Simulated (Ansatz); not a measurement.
Values for one crystal, relaxed and computed with r²SCAN (plane waves, PAW; program Ansatz); other levels are named.

| Property | Result |
|---|---|
| Volume per atom | 26.43 Å³ |
| Electronic character | metallic (no gap) |
| Density of states at the Fermi level | 0.38 states/eV per atom (mean over ±0.08 eV) |
| Formation energy from the elements (no fitted shifts) | -0.57 eV/atom |

Which of these materials gives this?
(A) SrIn3Au, I4mm (Sr on 2a, In on 4b, In on 2a, Au on 2a)
(B) LuNi5, P6/mmm (Lu on 1a, Ni on 3g, Ni on 2c)
(C) MgAu, CsCl type
(D) PrAl2, cubic Laves (MgCu2 type)

A, SrIn3Au, I4mm (Sr on 2a, In on 4b, In on 2a, Au on 2a)

The first step of the workflow began from a Materials Project structure, measured or hypothetical; the Crystallography Open Database copy checked does not list it. Its standing as an ambient phase is unchecked. The cell was relaxed with r²SCAN under the symmetry of its start; whether a distortion lowers the energy is not shown. The references are the lowest solids computed at this level, not always the standard phases. Spin–orbit coupling is left out wherever it is not named.

Potentials: the later of the program's two PAW sets.
